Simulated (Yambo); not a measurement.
A BSE run in Yambo for AgNO$_{3}$ (space group R3c, No. 161) (PBEsol bands; 4×4×4 mesh, 20 valence and 6 conduction bands, static screening with 87 bands and a 3 Ry block, scissor 2.47 eV, Tamm-Dancoff; field along x) gives:

```json
[
 {"state": "1", "energy (eV)": "3.04", "states within 2 meV": "1", "relative strength": "< 0.01", "class": "dark"},
 {"state": "2", "energy (eV)": "3.12", "states within 2 meV": "1", "relative strength": "< 0.01", "class": "dark"},
 {"state": "3", "energy (eV)": "3.49", "states within 2 meV": "2", "relative strength": "0.19", "class": "strong"},
 {"state": "4", "energy (eV)": "3.76", "states within 2 meV": "2", "relative strength": "< 0.01", "class": "weak"},
 {"state": "5", "energy (eV)": "3.90", "states within 2 meV": "2", "relative strength": "0.52", "class": "strong"}
]
```

Axes are Cartesian, with cell vectors (Å) (2.58, 1.49, 5.44), (-2.58, 1.49, 5.44), (0.00, -2.97, 5.44).

Task: What changes when the window shrinks to 18 valence and 4 conduction bands?

Result: The lowest state goes from 3.042 eV to 3.049 eV, and its distance below the direct gap from 1.331 eV to 1.323 eV. These are vertical excitations (zero momentum); the indirect quasiparticle gap, about 4.08 eV, is smaller than the direct one (4.37 eV on the GW mesh). The scissor comes from a G0W0 run whose convergence isn't established.

Spin-orbit coupling is not included.

Geometry of the Materials Project entry, not relaxed at this level; primitive cell a = b = c = 6.202 Å, α = β = γ = 49.09°.

The structure is a Materials Project entry; no match was found in the copy of COD used, and its stability was not checked.
